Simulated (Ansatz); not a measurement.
Cs2KInF6:
```
Cs2KInF6
1.0
    0.00000     4.61856     4.61856
    4.61856     0.00000     4.61856
    4.61856     4.61856     0.00000
K Cs In F
1 2 1 6
Direct
  0.50000   0.50000   0.50000
  0.25000   0.25000   0.25000
  0.75000   0.75000   0.75000
  0.00000   0.00000   0.00000
  0.22571   0.77429   0.77429
  0.77429   0.22571   0.22571
  0.77429   0.22571   0.77429
  0.22571   0.77429   0.22571
  0.77429   0.77429   0.22571
  0.22571   0.22571   0.77429
```

DFT-PBEsol in the program Ansatz with PAW potentials gives a gap of 5.67 eV without spin–orbit coupling, maximum at L, minimum at Γ.

Question: What happens when spin–orbit coupling is switched on?

Answer: The gap shrinks by 0.01 eV, to 5.66 eV; maximum at L, minimum at Γ.

Question: Give the electron effective mass with spin–orbit coupling.

Answer: 0.53 mₑ (isotropic).

Question: Give the hole effective mass with spin–orbit coupling.

Answer: 2.1, 2.1, 3.7 mₑ (principal values).

Space group Fm-3m. The first step of the workflow began from a Materials Project structure, measured or hypothetical; the Crystallography Open Database copy checked does not list it. Its standing as an ambient phase is unchecked. The PBEsol relaxation kept the symmetry of its start; its stability against distortions is not shown here.

Potentials: the later of the program's two PAW sets.
